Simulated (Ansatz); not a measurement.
The relaxed structure here is a generated cell of Nb: the first start was made by placing the elements on the sites of a structure type, and the end was not matched to a known phase here, so it may be hypothetical. Known forms of Nb include space group No. 229.

A relaxed cell of Nb (P6/mmm (No. 191)), relaxed on a k-mesh at least as fine as the one used below. Level of theory: r2SCAN (plane waves to 500 eV, PAW, scalar-relativistic; Ansatz, an electronic-structure program). Γ-centred k-mesh 4×8×12 on the run's cell (coarser than for final values), Fermi–Dirac smearing 0.05 eV.

```
CELL_PARAMETERS angstrom
      9.76431     0.00000     0.00000
     -2.44108     4.22807     0.00000
      0.00000     0.00000     2.66917
ATOMIC_POSITIONS crystal
  Nb 0.00000 0.00000 0.00000
  Nb 0.50000 0.00000 0.00000
  Nb 0.16667 0.66667 0.50000
  Nb 0.66667 0.66667 0.50000
  Nb 0.33333 0.33333 0.50000
  Nb 0.83333 0.33333 0.50000
```

The atoms are displaced along an unstable phonon of this cell by (Å):

| atom | ux | uy | uz |
|---|---|---|---|
| Nb1 | 0.000 | 0.000 | -0.025 |
| Nb2 | 0.000 | 0.000 | 0.025 |
| Nb3 | 0.000 | 0.000 | 0.150 |
| Nb4 | 0.000 | 0.000 | -0.150 |
| Nb5 | 0.000 | 0.000 | -0.150 |
| Nb6 | 0.000 | 0.000 | 0.150 |

Problem. What forces (eV/Å) and pressure result?

Solution. 
| atom | Fx | Fy | Fz |
|---|---|---|---|
| Nb1 | 0.00 | 0.00 | -0.02 |
| Nb2 | 0.00 | 0.00 | 0.02 |
| Nb3 | 0.11 | 0.06 | 0.62 |
| Nb4 | 0.11 | 0.06 | -0.62 |
| Nb5 | -0.11 | -0.06 | -0.62 |
| Nb6 | -0.11 | -0.06 | 0.62 |

Pressure -0.3 GPa.

Problem. Estimate the energy cost of the displacement in the harmonic approximation and compare with the calculation.

Solution. For a harmonic well ΔE = −½ Σ F·u = -0.188 eV a cell, or -31 meV/atom. The calculated energy relative to the undisplaced cell is -0.04 eV/atom, so the harmonic estimate holds well.

The undisplaced cell is probably no minimum: from this displacement the run went on to Pmmn (No. 59), 0.11 eV/atom below it.

No spin polarisation in the result.
